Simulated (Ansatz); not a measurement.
## Vibrational response of Zr$_{2}$F

Theory: Ansatz 0.2.0, DFT PBE, scalar-relativistic, plane waves, PAW. Plane waves to 420 eV; Γ-centred k mesh 12×12×12; Gaussian smearing of 0.10 eV. No spin polarisation. Phonons by linear response, acoustic sum rule imposed.

Equilibrium structure at this level:
```xyz
3
Lattice="0.0000 2.2511 6.3969 2.2510 0.0000 6.3969 2.2510 2.2511 0.0000" Properties=species:S:1:pos:R:3 pbc="T T T"
Zr    2.2510    2.2511    8.5417
Zr    2.2510    2.2511    4.2521
F     2.2510    2.2511    6.3969
```

The structure comes from a generated guess, relaxed at this level; another structure or a mixture of phases may lie lower. In a metal, frequencies depend on the k mesh and the smearing, soft modes most.

(1) Is this structure stable against zone-centre distortions?

(2) List the optical modes at Γ (i marks imaginary ones).

## Answers

(1) Yes, at Γ: no optical mode is imaginary. Strains and other wave vectors aren't tested by this run.

(2)
```json
{"frequency (cm⁻¹)": "88", "degeneracy": "2"}
{"frequency (cm⁻¹)": "139", "degeneracy": "2"}
{"frequency (cm⁻¹)": "253", "degeneracy": "1"}
{"frequency (cm⁻¹)": "403", "degeneracy": "1"}
```
